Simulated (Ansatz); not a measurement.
The start is a randomly generated symmetric cell of ZnCu2SnSe4 (space group No. 139). The cell and all atomic positions are relaxed at zero pressure with PBEsol (plane waves to 420 eV, PAW, scalar-relativistic; Ansatz, a first-principles code). First-step values are on the input's coarse k-mesh.

Ansatz input (later rounds restart from its end on a renewed k-mesh):
Ansatz 0.2 input:
```yaml
crystal:
  lattice:
    - [-3.4239203, 3.4239203, 4.4808754]
    - [3.4239203, -3.4239203, 4.4808754]
    - [3.4239203, 3.4239203, -4.4808754]
  atoms:
    - { symbol: Cu, position: [0.71882295, 0.71882295, 0] }
    - { symbol: Cu, position: [0.28117705, 0.28117705, 0] }
    - { symbol: Se, position: [0.5, 0.5, 0.5] }
    - { symbol: Se, position: [0, 0, 0.5] }
    - { symbol: Se, position: [0.5, 0, 0] }
    - { symbol: Se, position: [0, 0.5, 0] }
    - { symbol: Sn, position: [0, 0, 0] }
    - { symbol: Zn, position: [0.5, 0.5, 0] }
basis: { ecutwfc: 420, ecutrho_ratio: 4, xc_grid: 2, fft_grid_basis: typed }
kpoints: { mp_grid: { grid: [5, 5, 5] } }
hamiltonian:
  xc: pbesol
  dispersion: none
  pseudopotentials: { kind: paw }
scf: { occupations: { method: fermi_dirac, width: 0.05 } }
relax: { f_tol: 0.01, max_steps: 100, cell: { stress_tol: 0.02 } }
output: { forces: true, stress: true }
```

* **Initial pressure**: +4 GPa (positive: the cell is compressed)
* **Outcome**: The space group stays I4/mmm (No. 139) (the run could not lower it), with 8 atoms in the primitive cell
* **Energy released**: 0.17 eV/atom
* **Volume change**: +4.2 %, from 26.27 to 27.37 Å³/atom
* **Shortest distances (start → end)**: The closest pairs of elements (up to four, under 3.6 Å), start → end: Cu–Zn 1.96 → 2.27 Å; Cu–Se 2.44 → 2.36 Å; Cu–Sn 2.52 → 2.66 Å; Se–Zn 3.30 → 3.41 Å
* **Band gap at the end**: zero (metallic)
* **Optimiser moves**: 7

The end point of the relaxation:

Space group I4/mmm (No. 139); a = b = 6.6629 Å, c = 9.8634 Å, α = β = γ = 90.00°

| atom | site | symmetry | x | y | z |
|---|---|---|---|---|---|
| Cu | 4e | 4mm | 0.0000 | 0.0000 | 0.2697 |
| Se | 8f | ..2/m | 0.2500 | 0.2500 | 0.2500 |
| Sn | 2a | 4/mmm | 0.0000 | 0.0000 | 0.0000 |
| Zn | 2b | 4/mmm | 0.0000 | 0.0000 | 0.5000 |
(The calculation used a cell of 8 atoms; values per cell refer to that cell.)

Final values are on a 10×10×10 k-mesh of the relaxed cell. No spin polarisation in the result.

The run could not lose the symmetry of its start, so the end can be a saddle point.

The relaxed structure here is a generated cell of ZnCu2SnSe4: the first start was made by a random draw of sites in a space group, and the end was not matched to a known phase here, so it may be hypothetical. Known forms of ZnCu2SnSe4 include space group No. 82.
